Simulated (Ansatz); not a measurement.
Consider a crystal of Li2H in space group P4/mmm (No. 123), with Li on 2h; H on 1b.

Level of theory: Ansatz, DFT PBE, scalar-relativistic, plane waves, PAW. Cutoff 420 eV, Γ-centred mesh, Gaussian smearing, no spin polarisation.

Energies over the elements count from the elements' standard structures at the same level (H₂ as a molecule), with no fitted energy shifts.

Question: Which cell and coordinates does it relax to?

Answer:

Space group P4/mmm (No. 123). a = 2.556 Å, b = 2.556 Å, c = 5.158 Å, α = 90.00°, β = 90.00°, γ = 90.00°
```csv
atom,site,symmetry,x,y,z
Li,2h,4mm,0.5000,0.5000,0.2621
H,1b,4/mmm,0.0000,0.0000,0.5000
```

Li has 4 H at 2.18 Å, 5 Li at 2.45–2.56 Å and 1 Li at 2.70 Å; around H lie 8 Li at 2.18 Å and 4 H at 2.56 Å. Another local minimum with the same sites may exist.

Question: And its energy and gap?

Answer: The energy over the elements is −0.09 eV/atom and the gap on the 18×18×10 mesh of the 3-atom cell is 0 eV (a metal).

The last run used Gaussian smearing of 0.10 eV. The cell is a metal run without spin; a magnetic state may lie lower. With hydrogen, zero-point motion can shift formation energies by some tens of meV/atom. A structure relaxed within its symmetry needn't be a true minimum. Another cell of Li2H relaxed alike, in Cmc2_1, lies 111 meV/atom lower, so this cell isn't the stable form at this level.
